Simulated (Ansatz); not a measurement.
Put Na₄SbSe₂ in R3m (No. 160): Na on 9b and 3a; Sb on 3a; Se on 3a and 3a.

These are results of DFT PBE, scalar-relativistic, plane waves, PAW (Ansatz), not measurements. Cutoff 420 eV, Γ-centred mesh, Gaussian smearing, no spin polarisation.

Energies over the elements count from the elements' standard structures at the same level, with no fitted energy shifts.

Question: Predict the relaxed structure.

Answer:

Space group R3m:H (No. 160). a = 6.473 Å, b = 6.473 Å, c = 15.760 Å, α = 90.00°, β = 90.00°, γ = 120.00°
```json
{"atom": "Na", "site": "9b", "symmetry": ".m", "x": "0.4980", "y": "0.5020", "z": "0.0962"}
{"atom": "Na", "site": "3a", "symmetry": "3m", "x": "0.3333", "y": "0.6667", "z": "0.6191"}
{"atom": "Sb", "site": "3a", "symmetry": "3m", "x": "0.3333", "y": "0.6667", "z": "0.2671"}
{"atom": "Se", "site": "3a", "symmetry": "3m", "x": "0.3333", "y": "0.6667", "z": "0.7977"}
{"atom": "Se", "site": "3a", "symmetry": "3m", "x": "0.3333", "y": "0.6667", "z": "0.9509"}
```

Around Na on a site of symmetry m lie 1 Se at 2.94 Å, 2 Sb at 3.18–3.27 Å, 4 Na at 3.20–3.27 Å, 2 Se at 3.28 Å and 1 Na at 3.53 Å; Na on a site of symmetry 3m has 1 Se at 2.82 Å, 3 Na at 3.53 Å, 3 Se at 3.74 Å and 3 Sb at 3.75 Å; around Sb lie 6 Na at 3.18–3.27 Å, 3 Se at 3.75 Å and 3 Na at 3.75 Å; Se on its first site has 1 Se at 2.41 Å, 1 Na at 2.82 Å and 6 Na at 3.28 Å; 1 more site not described. Another local minimum with the same sites may exist.

Question: Where does its energy lie, and is it a metal?

Answer: The energy over the elements is −0.31 eV/atom. The gap on the 6×6×6 mesh of the 7-atom cell is 0 eV (a metal). Whether it is stable depends on the other phases of the system, which aren't compared here.

The last run used Gaussian smearing of 0.10 eV. These runs have no spin–orbit coupling, which can matter for Sb. An odd number of electrons in the primitive cell allows no gap without spin; a larger cell or a magnetic state could open one. The cell is a metal run without spin; a magnetic state may lie lower. The reference form of Se is held partly by dispersion forces, which this level lacks. Symmetry constrained the relaxation, so the result can be a saddle point.
